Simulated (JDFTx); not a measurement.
Part of a log of a modified build of JDFTx for chlorotrifluoromethane, CClF3 (SMILES FC(F)(F)Cl), charge 0, multiplicity 1 (PBE, GBRV ultrasoft potentials, plane waves to 20/100 Ha):

```
unit cell volume = 9394.95
Chosen fftbox size, S = [  96  96  96  ]
unit cell volume = 9394.95
Chosen fftbox size, S = [  90  84  90  ]
  'F' pseudopotential, 'SLA  PW   PBX  PBC' functional
  7 valence electrons, 2 orbitals, 4 projectors, 799 radial grid points, with lMax = 1
  'C' pseudopotential, 'SLA  PW   PBE  PBE' functional
  4 valence electrons, 2 orbitals, 4 projectors, 721 radial grid points, with lMax = 1
  'Cl' pseudopotential, 'SLA  PW   PBX  PBC' functional
  7 valence electrons, 2 orbitals, 6 projectors, 909 radial grid points, with lMax = 2
Initialized 3 species with 5 total atoms.
Folded 1 k-points by 1x1x1 to 1 k-points.
nElectrons:  32.000000   nBands: 16   nStates: 1
average nbasis = 40089.000 , ideal nbasis = 40135.929
Correction to mu due to finite nuclear width = -0.00337952
   Cavity determined by nc: 0.00037 and sigma: 0.6
   Effective cavity tension: 5.4e-06 Eh/bohr^2 to account for cavitation and dispersion.
[...]
	Linear fluid (dielectric constant: 78.4, screening length: 5.74355 Bohr) occupying 0.924121 of unit cell:	Completed after 30 iterations
[... later lines of the fluid solver are left out ...]
ElecMinimize: Iter:   0  Etot: -93.677641439775968  |grad|_K:  1.489e-05  alpha:  1.000e+00
ElecMinimize: Iter:   1  Etot: -93.677748490818999  |grad|_K:  7.599e-06  alpha:  7.523e-01  linmin:  5.368e-04
ElecMinimize: Iter:   2  Etot: -93.677775274582174  |grad|_K:  4.385e-06  alpha:  7.236e-01  linmin:  5.988e-04
ElecMinimize: Iter:   3  Etot: -93.677782080743839  |grad|_K:  2.537e-06  alpha:  5.530e-01  linmin: -1.705e-04
ElecMinimize: Iter:   4  Etot: -93.677784995862226  |grad|_K:  1.333e-06  alpha:  7.068e-01  linmin: -1.797e-03
ElecMinimize: Iter:   5  Etot: -93.677785869352135  |grad|_K:  7.408e-07  alpha:  7.652e-01  linmin: -9.077e-03
ElecMinimize: Iter:   6  Etot: -93.677786130057513  |grad|_K:  3.935e-07  alpha:  7.352e-01  linmin: -1.005e-02
ElecMinimize: Iter:   7  Etot: -93.677786206116522  |grad|_K:  1.954e-07  alpha:  7.580e-01  linmin: -5.589e-02
ElecMinimize: Iter:   8  Etot: -93.677786225974828  |grad|_K:  1.074e-07  alpha:  7.795e-01  linmin:  7.582e-05
ElecMinimize: Converged (|Delta Etot|<1.000000e-07 for 2 iters).

# Energy components:
   A_diel =        0.0002745116198103
   Eewald =       41.3018939070542288
       EH =      121.2648256225459278
     Eloc =     -286.6585888690813135
      Enl =       13.6343701426224637
      Exc =      -20.4736918324887718
 Exc_core =        1.6558453825115842
       KE =       35.5972849092412531
-------------------------------------
     Etot =      -93.6777862259748275


	eMin: -1.257084 at state 0 ( [ +0.000000 +0.000000 +0.000000 ] spin 0 )
	HOMO: -0.306444 at state 0 ( [ +0.000000 +0.000000 +0.000000 ] spin 0 )
```

Task: Which solvation model was used?
A) soft-sphere model
B) linear PCM (GLSSA13)
C) SCCS (g03 parameters)
D) linear PCM without cavity terms (LA12)

Result: B, linear PCM (GLSSA13). The liquid was water (dielectric constant 78.4), 1 M NaCl.
